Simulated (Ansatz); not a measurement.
WS₂:
```
CELL_PARAMETERS angstrom
      6.29012     1.60542     0.00000
     -6.29012     1.60542     0.00000
     -2.30017     0.00000     5.21488
ATOMIC_POSITIONS crystal
  S  0.86314 0.13686 0.18264
  S  0.39944 0.60056 0.71699
  S  0.60056 0.39944 0.28301
  S  0.13686 0.86314 0.81736
  W  0.24349 0.75651 0.29499
  W  0.75651 0.24349 0.70501
```

Relaxed with PBE+D3(BJ). Special points in fractions of this cell's reciprocal vectors: Γ (0.000, 0.000, 0.000); C (0.269, 0.269, 0.000); C2 (-0.269, 0.731, 0.000); Y2 (-0.500, 0.500, 0.000); M2 (-0.500, 0.500, 0.500); D (-0.252, 0.748, 0.500); D2 (0.252, 0.252, 0.500); A (0.000, 0.000, 0.500); L2 (0.000, 0.500, 0.500); V2 (0.000, 0.500, 0.000).

Problem. List the band energies nearest the Fermi level at these points for the program Ansatz at the PBE+D3(BJ) level (PAW).

Solution. In eV from the Fermi level; about four levels below and three above (degenerate sets whole), none deeper than 8.9 eV; points with the same levels are listed once.

```csv
k,below,above
Γ,-1.03 -0.81 -0.30 -0.19,0.07 0.94 2.29
C,-2.64 -1.90 -1.58 -1.09,2.35 2.49 2.53
Y2,-1.36 -0.38 -0.23 -0.21,0.29 0.99 2.07
M2,-1.21 -1.05 -0.20 -0.04,0.35 2.56 2.95
D,-2.32 -2.30 -1.18 -0.83,2.21 2.26 3.03
A,-1.41 -1.12 -1.06 -0.33,0.07 0.49 2.51
L2,-2.34 -1.91 -1.28 -0.83,2.19 2.23 2.96
V2,-2.34 -2.19 -1.49 -1.13,2.38 2.48 2.49
```

Space group C2/m. The start of the workflow was typed in or built on a structure type; neither database checked (COD, Materials Project) lists it. It is not the phase usual at ambient conditions (space group No. 194). The cell was relaxed with PBE+D3(BJ) under the symmetry of its start; whether a distortion lowers the energy is not shown. The workflow began spin-polarised and lost its moments. Scalar-relativistic: spin–orbit coupling is off unless named, which matters more the heavier the elements.

Potentials: the earlier of the program's two PAW sets.
